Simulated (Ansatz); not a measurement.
**Two-dimensional strain map in Cu**

Level of theory: DFT PBEsol, scalar-relativistic, plane waves, PAW in Ansatz. Settings: plane waves to 420 eV, k-mesh 24×24×2 (Γ-centred), Gaussian smearing 0.15 eV. No spin polarisation. Energies are free energies at this smearing, counted from the undisturbed cell; pressure is positive in compression.

The starting cell (relaxed at this level; this form isn't the usual structure):

```yaml
crystal:
  lattice:
    - [2.49470, 0.00000, 0.00000]
    - [-1.24735, 2.16047, 0.00000]
    - [0.00000, 0.00000, 24.56946]
  atoms:
    - { symbol: Cu, position: [0.00000, 0.00000, 0.37383] }
    - { symbol: Cu, position: [0.66667, 0.33333, 0.29000] }
    - { symbol: Cu, position: [0.33333, 0.66667, 0.45793] }
    - { symbol: Cu, position: [0.00000, 0.00000, 0.62617] }
    - { symbol: Cu, position: [0.66667, 0.33333, 0.54207] }
    - { symbol: Cu, position: [0.33333, 0.66667, 0.71000] }
```

The cell is strained by p along both x and y and by q along z, fractional coordinates fixed. Points are written (p, q).

Energy above the undisturbed cell in meV/atom (a dash: not computed):

```csv
p \ q,-0.080,-0.040,0.000,0.040,0.080
-0.080,449.2,326.2,256.1,225.6,223.9
-0.040,179.3,–,–,–,–
0.000,65.3,–,0.0,–,45.0
0.080,108.7,–,136.2,–,235.9
```

Pressure in GPa:

```csv
p \ q,-0.080,-0.040,0.000,0.040,0.080
-0.080,37.7,29.3,23.0,18.2,14.7
-0.040,19.7,–,–,–,–
0.000,8.1,–,0.0,–,-4.2
0.080,-4.2,–,-8.5,–,-10.5
```

Cost: 12 runs of about 14 core-minutes in all, on Intel Xeon Processor @ 2.70GHz (shared hosts).